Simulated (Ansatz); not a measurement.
Total density of states per atom from plane-wave PAW PBE+D3(BJ) (Ansatz code), in 0.25 eV bins, energy from the Fermi level:

```json
[
 {"E (eV)": "-7.85", "states/eV/atom": "0.00"},
 {"E (eV)": "-7.60", "states/eV/atom": "0.00"},
 {"E (eV)": "-7.35", "states/eV/atom": "0.00"},
 {"E (eV)": "-7.10", "states/eV/atom": "0.00"},
 {"E (eV)": "-6.85", "states/eV/atom": "0.00"},
 {"E (eV)": "-6.60", "states/eV/atom": "0.30"},
 {"E (eV)": "-6.35", "states/eV/atom": "0.48"},
 {"E (eV)": "-6.10", "states/eV/atom": "0.24"},
 {"E (eV)": "-5.85", "states/eV/atom": "0.20"},
 {"E (eV)": "-5.60", "states/eV/atom": "0.37"},
 {"E (eV)": "-5.35", "states/eV/atom": "0.42"},
 {"E (eV)": "-5.10", "states/eV/atom": "0.29"},
 {"E (eV)": "-4.85", "states/eV/atom": "0.36"},
 {"E (eV)": "-4.60", "states/eV/atom": "0.59"},
 {"E (eV)": "-4.35", "states/eV/atom": "0.61"},
 {"E (eV)": "-4.10", "states/eV/atom": "0.55"},
 {"E (eV)": "-3.85", "states/eV/atom": "0.64"},
 {"E (eV)": "-3.60", "states/eV/atom": "0.76"},
 {"E (eV)": "-3.35", "states/eV/atom": "0.61"},
 {"E (eV)": "-3.10", "states/eV/atom": "0.75"},
 {"E (eV)": "-2.85", "states/eV/atom": "0.79"},
 {"E (eV)": "-2.60", "states/eV/atom": "0.76"},
 {"E (eV)": "-2.35", "states/eV/atom": "0.74"},
 {"E (eV)": "-2.10", "states/eV/atom": "0.89"},
 {"E (eV)": "-1.85", "states/eV/atom": "0.93"},
 {"E (eV)": "-1.60", "states/eV/atom": "0.52"},
 {"E (eV)": "-1.35", "states/eV/atom": "0.21"},
 {"E (eV)": "-1.10", "states/eV/atom": "0.01"},
 {"E (eV)": "-0.85", "states/eV/atom": "0.00"},
 {"E (eV)": "-0.60", "states/eV/atom": "0.10"},
 {"E (eV)": "-0.35", "states/eV/atom": "0.25"},
 {"E (eV)": "-0.10", "states/eV/atom": "0.35"},
 {"E (eV)": "0.15", "states/eV/atom": "0.33"},
 {"E (eV)": "0.40", "states/eV/atom": "0.29"},
 {"E (eV)": "0.65", "states/eV/atom": "0.34"},
 {"E (eV)": "0.90", "states/eV/atom": "0.68"},
 {"E (eV)": "1.15", "states/eV/atom": "0.83"},
 {"E (eV)": "1.40", "states/eV/atom": "0.70"},
 {"E (eV)": "1.65", "states/eV/atom": "0.21"},
 {"E (eV)": "1.90", "states/eV/atom": "0.37"},
 {"E (eV)": "2.15", "states/eV/atom": "0.76"},
 {"E (eV)": "2.40", "states/eV/atom": "0.63"},
 {"E (eV)": "2.65", "states/eV/atom": "0.90"},
 {"E (eV)": "2.90", "states/eV/atom": "0.49"},
 {"E (eV)": "3.15", "states/eV/atom": "0.55"},
 {"E (eV)": "3.40", "states/eV/atom": "0.58"},
 {"E (eV)": "3.65", "states/eV/atom": "0.46"},
 {"E (eV)": "3.90", "states/eV/atom": "0.19"},
 {"E (eV)": "4.15", "states/eV/atom": "0.26"},
 {"E (eV)": "4.40", "states/eV/atom": "0.40"},
 {"E (eV)": "4.65", "states/eV/atom": "0.40"}
]
```

Task: Pick the material that matches.
(A) MoSe2, P6_3/mmc (Mo on 2c, Se on 4f)
(B) GeSe, Pnma (Ge on 4c, Se on 4c)
(C) Bi2HSe3, R3m (Pearson symbol hR6)
(D) WSe2, P6_3/mmc (W on 2c, Se on 4f)

Result: C, Bi2HSe3, R3m (Pearson symbol hR6). Within 0.5 eV of the Fermi level: Bi 6p 53 %, Se 4p 25 %, Se 4s 9 %, H 1s 8 %. Projections are on Löwdin-orthogonalised atomic valence shells; empty p or d shells of many metals are not among them.

The start of the workflow was typed in or built on a structure type; neither database checked (COD, Materials Project) lists it. Its standing as an ambient phase is unchecked. Symmetry was held in the PBE+D3(BJ) relaxation; its stability against distortions is not shown here. With an odd number of electrons in the cell and no spin polarisation, the count alone makes it a metal. Spin–orbit coupling is left out wherever it is not named.

Potentials: the earlier of the program's two PAW sets.
